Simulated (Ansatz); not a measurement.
Here is the system:

C:
```cif
data_C8
_chemical_formula_sum 'C8'
_space_group_name_H-M_alt 'P 1'
_space_group_IT_number 1
_cell_length_a 4.87670
_cell_length_b 4.87670
_cell_length_c 4.87670
_cell_angle_alpha 120.015
_cell_angle_beta 73.568
_cell_angle_gamma 141.503
loop_
_space_group_symop_operation_xyz
  'x, y, z'
loop_
_atom_site_label
_atom_site_type_symbol
_atom_site_fract_x
_atom_site_fract_y
_atom_site_fract_z
_atom_site_occupancy
C1 C 0.41155 0.00000 0.91155 1
C2 C 0.58845 0.50000 0.58845 1
C3 C 0.58845 0.00000 0.08845 1
C4 C 0.41155 0.50000 0.41155 1
C5 C 0.44881 0.87563 0.57317 1
C6 C 0.80246 0.87563 0.92683 1
C7 C 0.55119 0.12437 0.42683 1
C8 C 0.19754 0.12437 0.07317 1
```

This is the PBEsol-relaxed structure.

**Question.** All from PBEsol in the plane-wave PAW code Ansatz, unless another level is named. Give the electronic character.

**Answer.** no gap, with almost no states at the Fermi level (zero-gap or semimetallic).

**Question.** What about the HSE06 gap on the PBEsol cell?

**Answer.** 0.29 eV (a hybrid on a coarse mesh can open a false gap in a semimetal).

Space group Imma. The start of the workflow was typed in or built on a structure type; neither database checked (COD, Materials Project) lists it. It is not the phase usual at ambient conditions (space group No. 194, 227). The PBEsol relaxation kept the symmetry of its start; its stability against distortions is not shown here.

Potentials: the earlier of the program's two PAW sets. The files were generated under PBE; for other functionals the program regenerates the frozen cores, and for LDA and PBEsol the local potential too.
